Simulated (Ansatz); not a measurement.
Relaxed candidate structures of TiTe2:

A. Pmmm (No. 47), oP3; a = 3.017 Å, b = 3.673 Å, c = 8.162 Å, α = 90.00°, β = 90.00°, γ = 90.00°; Te 2r (0.000, 0.500, 0.251); Ti 1c (0.000, 0.000, 0.500)

B. P1 (No. 1), aP12; a = 5.4174 Å, b = 6.2531 Å, c = 10.2759 Å, α = 76.29°, β = 77.77°, γ = 66.81°

C. I4/mcm (No. 140), tI12; a = b = 6.6213 Å, c = 6.0799 Å, α = β = γ = 90.00°; Te 8h (0.163, 0.337, 0.000); Ti 4a (0.000, 0.000, 0.250)

D. P-3m1 (No. 164), hP3, CdI2 type; a = b = 3.697 Å, c = 6.447 Å, α = β = 90.00°, γ = 120.00°; Ti 1a (0.000, 0.000, 0.000); Te 2d (0.333, 0.667, 0.267)

E. Immm (No. 71), oI18; a = 5.1114 Å, b = 8.2391 Å, c = 11.7215 Å, α = 90.00°, β = 90.00°, γ = 90.00°; Te 4h (0.500, 0.180, 0.000); Te 8l (0.000, 0.259, 0.165); Ti 2c (0.000, 0.000, 0.500); Ti 2d (0.000, 0.500, 0.000); Ti 2a (0.000, 0.000, 0.000)

Task: Put the candidates in order of energy per atom, lowest first, for PBEsol (plane waves to 420 eV, PAW, scalar-relativistic; Ansatz, a first-principles code).

Result: D (reference, the lowest of the structures calculated here), C (+0.22 eV/atom), B (+0.24 eV/atom), A (+0.54 eV/atom), E (+0.66 eV/atom)

3 runs with a doubtful electronic state, a coarser numerical grid, an end not at rest or a source that can't be used are left out. 5 generated cells of layers, chains or molecules, poorly bound without dispersion, are left out. Each run could gain symmetry but not lose that of its start, so entries can be saddle points. From databases, or of a type measured for this composition: P-3m1, hP3, CdI2 type; the others are generated cells (placed on structure types, drawn at random, substituted or restacked) that were not matched to a known phase here. Static energies at zero pressure. Each cell has its own k-point mesh; energy differences are given only to the digits this allows. No spin polarisation in the result. A magnetic state may lie lower. Without a van der Waals term the distances between weakly bound units are poorly fixed.
